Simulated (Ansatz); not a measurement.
Geometry optimisation in Ansatz: input, command and trajectory.

```yaml
crystal:
  lattice:
    - [2.8061787678, 0.0, 0.0]
    - [-1.4030893839, 2.4302221005, 0.0]
    - [0.0, 0.0, 9.7217701969]
  atoms:
    - { symbol: Re, position: [0.3333333333, 0.6666666667, 0.6083709098] }
    - { symbol: Re, position: [0.6666666667, 0.3333333333, 0.1083709098] }
    - { symbol: Re, position: [0.6666666667, 0.3333333333, 0.3916290902] }
    - { symbol: Re, position: [0.3333333333, 0.6666666667, 0.8916290902] }
    - { symbol: C, position: [0.3333333333, 0.6666666667, 0.25] }
    - { symbol: C, position: [0.6666666667, 0.3333333333, 0.75] }
basis:
  ecutwfc: 420
kpoints:
  mp_grid: { grid: [12, 12, 4] }
hamiltonian:
  xc: pbesol
scf:
  occupations: { method: gaussian, width: 0.1 }
output:
  forces: true
  stress: true
  eigenvalues: true
relax:
  adjacent_minimum: "off"
  f_tol: 0.01
  max_steps: 30
  cell: { stress_tol: 0.1, fix: [volume] }
```

```bash
ansatz run input.yaml --threads 2 --pin off --max-ram 5120MiB --backend cpu --events-out ev --progress --plain --runs-dir out
```

The calculation used Ansatz 0.2.0, DFT PBEsol, scalar-relativistic, plane waves, PAW.

The volume is held at 0.97 times that of the relaxed cell.

Of 5 frames 4 are shown, positions in Å and forces in eV/Å; the SCF threshold varies from step to step. Steps run on the plane waves of an earlier cell, with a Pulay correction in the pressure. The basis is chosen afresh for the last frame, the zero of the energies, and at times for earlier ones too; energy and pressure can step there, also at an unchanged geometry. Where two frames share a geometry here, they differ by under 2 meV/atom and 0.3 GPa. The mark taken_back stands on steps that the optimiser undid.

```xyz
6
Lattice="2.8062 0.0000 0.0000 -1.4031 2.4302 0.0000 0.0000 0.0000 9.7218" Properties=species:S:1:pos:R:3:forces:R:3 pbc="T T T" step=1 free_energy_over_end_meV_per_atom=0.18 pressure_GPa=14.06
Re    0.0000    1.6201    5.9144    0.0000    0.0000   -0.0950
Re    1.4031    0.8101    1.0536    0.0000    0.0000   -0.0950
Re    1.4031    0.8101    3.8073    0.0000    0.0000    0.0950
Re    0.0000    1.6201    8.6682    0.0000    0.0000    0.0950
C     0.0000    1.6201    2.4304    0.0000    0.0000    0.0000
C     1.4031    0.8101    7.2913    0.0000    0.0000    0.0000
6
Lattice="2.7985 0.0000 0.0000 -1.3993 2.4236 0.0000 0.0000 0.0000 9.7750" Properties=species:S:1:pos:R:3:forces:R:3 pbc="T T T" step=2 free_energy_over_end_meV_per_atom=0.54 pressure_GPa=13.63 taken_back
Re    0.0000    1.6157    5.9451    0.0000    0.0000    0.0425
Re    1.3993    0.8079    1.0576    0.0000    0.0000    0.0425
Re    1.3993    0.8079    3.8299    0.0000    0.0000   -0.0425
Re    0.0000    1.6157    8.7174    0.0000    0.0000   -0.0425
C     0.0000    1.6157    2.4438    0.0000    0.0000    0.0000
C     1.3993    0.8079    7.3313    0.0000    0.0000    0.0000
6
Lattice="2.8035 0.0000 0.0000 -1.4018 2.4279 0.0000 0.0000 0.0000 9.7401" Properties=species:S:1:pos:R:3:forces:R:3 pbc="T T T" step=3 free_energy_over_end_meV_per_atom=0.00 pressure_GPa=13.89
Re    0.0000    1.6186    5.9245    0.0000    0.0000   -0.0127
Re    1.4018    0.8093    1.0544    0.0000    0.0000   -0.0127
Re    1.4018    0.8093    3.8157    0.0000    0.0000    0.0127
Re    0.0000    1.6186    8.6857    0.0000    0.0000    0.0127
C     0.0000    1.6186    2.4350    0.0000    0.0000    0.0000
C     1.4018    0.8093    7.3051    0.0000    0.0000    0.0000
6
Lattice="2.8036 0.0000 0.0000 -1.4018 2.4280 0.0000 0.0000 0.0000 9.7398" Properties=species:S:1:pos:R:3:forces:R:3 pbc="T T T" step=5 free_energy_over_end_meV_per_atom=0.00 pressure_GPa=13.88
Re    0.0000    1.6186    5.9241    0.0000    0.0000   -0.0032
Re    1.4018    0.8093    1.0542    0.0000    0.0000   -0.0032
Re    1.4018    0.8093    3.8157    0.0000    0.0000    0.0032
Re    0.0000    1.6186    8.6856    0.0000    0.0000    0.0032
C     0.0000    1.6186    2.4349    0.0000    0.0000    0.0000
C     1.4018    0.8093    7.3048    0.0000    0.0000    0.0000
```

The run took 23 s on 2 threads of Arm Neoverse V1 (shared host), peak memory 0.42 GiB.

Spin–orbit coupling is left out, which can shift energies with elements as heavy as these.